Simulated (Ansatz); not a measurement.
HfGe:
```
CELL_PARAMETERS angstrom
     -1.74139     1.74139     6.84180
      1.74139    -1.74139     6.84180
      1.74139     1.74139    -6.84180
ATOMIC_POSITIONS crystal
  Hf 0.00725 0.00725 0.00000
  Hf 0.75725 0.25725 0.50000
  Ge 0.40875 0.40875 0.00000
  Ge 0.15875 0.65875 0.50000
```

Relaxed with PBE. Special points in fractions of this cell's reciprocal vectors: Γ (0.000, 0.000, 0.000); X (0.000, 0.000, 0.500); P (0.250, 0.250, 0.250); N (0.000, 0.500, 0.000); M (0.500, 0.500, -0.500); S (0.266, 0.734, -0.266); S0 (-0.266, 0.266, 0.266); R (-0.032, 0.032, 0.500); G (0.500, 0.500, -0.032).

Problem. List the band energies nearest the Fermi level at these points for PBE in the plane-wave PAW code Ansatz.

Solution. In eV from the Fermi level; about four levels below and three above (degenerate sets whole), none deeper than 8.9 eV; points with the same levels are listed once.

```json
[
 {"k": "Γ", "below": "-5.16 -1.50 -0.77 -0.54", "above": "0.08 0.08 0.65 0.65"},
 {"k": "X", "below": "-2.94 -2.94 -1.39 -1.39", "above": "0.24 0.24 3.73 3.73"},
 {"k": "P", "below": "-2.87 -2.87 -1.46 -1.46", "above": "0.30 0.30 3.57 3.57"},
 {"k": "N", "below": "-1.74 -1.19 -0.49 -0.22", "above": "0.52 1.06 2.08"},
 {"k": "M", "below": "-0.97 -0.97 -0.42 -0.42", "above": "1.89 1.89 3.31 3.31"},
 {"k": "S", "below": "-1.75 -0.95 -0.77 -0.20", "above": "0.52 1.18 1.92"},
 {"k": "R", "below": "-2.91 -2.91 -1.38 -1.38", "above": "0.26 0.26 3.64 3.64"}
]
```

Space group I4_1md. A made-up cell: these elements were put on the sites of a structure type; neither database checked (COD, Materials Project) lists it. Whether it is the stable phase at ambient conditions was not checked. Symmetry was held in the PBE relaxation; whether a distortion lowers the energy is not shown. No spin polarisation was allowed. Spin–orbit coupling is left out wherever it is not named.

Potentials: the later of the program's two PAW sets.
